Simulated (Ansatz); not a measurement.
Consider the following.

Ti2GaC:
```yaml
crystal:
  lattice:
    - [3.04453, 0.00000, 0.00000]
    - [-1.52226, 2.63664, 0.00000]
    - [0.00000, 0.00000, 13.29043]
  atoms:
    - { symbol: Ti, position: [0.33333, 0.66667, 0.08540] }
    - { symbol: Ti, position: [0.66667, 0.33333, 0.91460] }
    - { symbol: Ti, position: [0.66667, 0.33333, 0.58540] }
    - { symbol: Ti, position: [0.33333, 0.66667, 0.41460] }
    - { symbol: Ga, position: [0.33333, 0.66667, 0.75000] }
    - { symbol: Ga, position: [0.66667, 0.33333, 0.25000] }
    - { symbol: C, position: [0.00000, 0.00000, 0.50000] }
    - { symbol: C, position: [0.00000, 0.00000, 0.00000] }
```

This is the PBEsol-relaxed structure.

Q: All from plane-wave PAW PBEsol (Ansatz code), unless another level is named. Give the highest zone-centre frequency.

A: 82.3 meV.

Q: And the Young's modulus?

A: 280 GPa.

Space group P6_3/mmc. The first step of the workflow began from a Materials Project structure, measured or hypothetical; the Crystallography Open Database copy checked does not list it. Its standing as an ambient phase is unchecked. Symmetry was held in the PBEsol relaxation; whether a distortion lowers the energy is not shown. No spin polarisation was allowed.

Potentials: the later of the program's two PAW sets.
